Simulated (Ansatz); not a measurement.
Input file for Ansatz (a program for electronic structure):

Ansatz 0.2 input:
```yaml
crystal:
  lattice:
    - [6.0160556812, 0.0, 0.0]
    - [-3.0080278406, 5.2100570505, 0.0]
    - [0.0, 0.0, 5.5223508691]
  atoms:
    - { symbol: Cl, position: [0.3189906589, 0.0, 0.25] }
    - { symbol: Cl, position: [0.3189906589, 0.3189906589, 0.75] }
    - { symbol: Cl, position: [0.0, 0.3189906589, 0.25] }
    - { symbol: Cl, position: [0.6810093411, 0.0, 0.75] }
    - { symbol: Cl, position: [0.6810093411, 0.6810093411, 0.25] }
    - { symbol: Cl, position: [0.0, 0.6810093411, 0.75] }
    - { symbol: Ti, position: [0.0, 0.0, 0.0] }
    - { symbol: Ti, position: [0.0, 0.0, 0.5] }
kpoints:
  mp_grid: { grid: [8, 8, 8] }
basis: { xc_grid: 2, fft_grid_basis: typed }
hamiltonian:
  xc: lda
  pseudopotentials: { kind: paw }
scf:
  occupations: { method: gaussian, width: 0.05 }
checkpoint: { read: metal.run }
output: { write_density: true, elf: true, volumetric_format: npy }
```

Output (shortened):

```
Pseudopotential: Cl, paw, valence charge 7
Pseudopotential: Ti, paw, valence charge 12
Functional definition: SPW92
Crystal: 8 atoms, lattice volume = 173.093 Å³
Basis set: ecut = 420 eV, 3373 PW (Γ), exchange–correlation on 90×90×80 points (8 copies of the dense FFT grid, shifted against one another)
Bands: 49, of which v1, the nominal top of the filled ones, is band 33 counted from 1 (32 counted from 0)
Symmetry: 24 space group operations
Space group: P63/mcm (ITA 193), of the structure as read, at distance tolerance 5.6e-5 Å
k-points: 50 of 512
Stability of the state it starts from, as read at its close in the unpolarized treatment …
iter 1 solved again at ethr=2.24e-7 eV; its pass at ethr=3.10e-3 eV (dr2=1.48e-4 eV) is discarded
SCF iter   1: F=—  HF=-11178.128097 eV  |F-HF|=—  |Δ(HF+E_count)|=         —  Δρ=2.42e-6  dr2=1.09e-8  ethr=2.24e-7  ⟨swp⟩=3.5  Hψ=16795  notcnv=0
preconditioner: auto → LDOS
SCF iter   2: F=—  HF=-11178.128135 eV  |F-HF|=—  |Δ(HF+E_count)|=   3.78e-5  Δρ=3.47e-6  dr2=2.22e-8  ethr=1.65e-11  ⟨swp⟩=9.2  Hψ=9249  notcnv=0
SCF iter   3: F=-11178.128135 eV  HF=-11178.128135 eV  |F-HF|=2.60e-9  |Δ(HF+E_count)|=   6.39e-9  Δρ=1.40e-6  dr2=3.47e-9  ethr=1.65e-11  ⟨swp⟩=1.0  Hψ=6045  notcnv=0
SCF 1 converged in 3 iterations: F = -11178.128135 eV  dr2 = 3.47e-9
SCF converged after 3 iterations
Free energy (F): -11178.128135 eV
Harris-Foulkes:  -11178.128135 eV  (|F-HF|=2.60e-9)
Internal energy: -11178.121850 eV  (E = F + TS)
E sigma→0 (E₀):  -11178.124992 eV
Entropy (-TS):   -0.006286 eV (-0.786 meV/atom)
Fermi energy:    6.324381 eV
--- Per-component energies (eV) ---
  E_band       = -594.163154
  E_kinetic    = 1514.302273
  E_local      = -4622.514794  (includes V_loc(G=0)·N_el)
  E_nonlocal   = 203.214837
  E_hartree    = 1806.976445
  E_xc         = -830.101569
  E_vxc        = -973.647283  (∫ρ·V_xc dr)
  E_paw        = -5747.619111  (= ΣΔE_a)
  E_vpaw       = -329.471291  (= ΣTr[D̂ρ^β])
  E_aug_tail   = 0.000825  (compensation charges beyond the density's cutoff)
  E_ewald      = -3504.175606
  E_core_change = 1.794851  (= ΣΔE_core)
  E_smearing   = -0.006286  (= −TS)
  E_closure    = 0.000000  (closes the sum)
  Σ components = -11178.128135   (vs F -11178.128135, Δ=0.00e0)
  [band-id]    e_kinetic+e_local+e_nonlocal+2·e_hartree+e_vxc+e_vpaw+e_augmentation_tail = -594.162544   (vs E_band -594.163154, Δ=6.09e-4)
--- Band table (eV; the first three rows and the last of 50) ---
  k-point 0: bands = ["-51.4877", "-51.4085", "-28.2182", "-28.2182", "-28.1234", "-28.1234", "-28.1191", "-27.4869", "-10.8324", "-9.7857", "-9.7857", "-9.6817", "-9.6201", "-9.6201", "-0.4942", "-0.4861", "0.0917", "0.0917", "1.2997", "1.2997", "1.3880", …
  k-point 1: bands = ["-51.4847", "-51.4116", "-28.2146", "-28.2146", "-28.1270", "-28.1270", "-28.0960", "-27.5119", "-10.7942", "-9.7788", "-9.7788", "-9.7332", "-9.6257", "-9.6257", "-0.4286", "-0.3650", "0.1160", "0.1160", "1.0613", "1.0613", "1.3076", …
  k-point 2: bands = ["-51.4762", "-51.4202", "-28.2044", "-28.2044", "-28.1374", "-28.1374", "-28.0296", "-27.5827", "-10.6836", "-9.8754", "-9.7593", "-9.7593", "-9.6421", "-9.6421", "-0.2404", "-0.0173", "0.1820", "0.1820", "0.7895", "0.7895", "1.0853", …
  k-point 49: bands = ["-51.4483", "-51.4483", "-28.1711", "-28.1711", "-28.1711", "-28.1711", "-27.8092", "-27.8092", "-10.0342", "-10.0342", "-9.8711", "-9.8711", "-9.8200", "-9.8200", "0.0970", "0.0970", "0.3306", "0.3306", "0.3508", "0.3508", "1.4366", …
```

Cost: about 17 core-seconds (a rough figure) on shared cores.

Space group P6_3/mcm. The workflow started from an entry of the Crystallography Open Database (COD), which files this formula under 6 space groups. Whether it is the stable phase at ambient conditions was not checked. The cell was relaxed with LDA under the symmetry of its start; its stability against distortions is not shown here. The run is not spin-polarised. A crystal of weakly bound chains computed without a dispersion correction: the cell and the soft elastic constants depend strongly on that. Without spin polarisation and U, an open-shell compound can come out a false metal.

Potentials: the later of the program's two PAW sets.

Ansatz is a plane-wave DFT program.
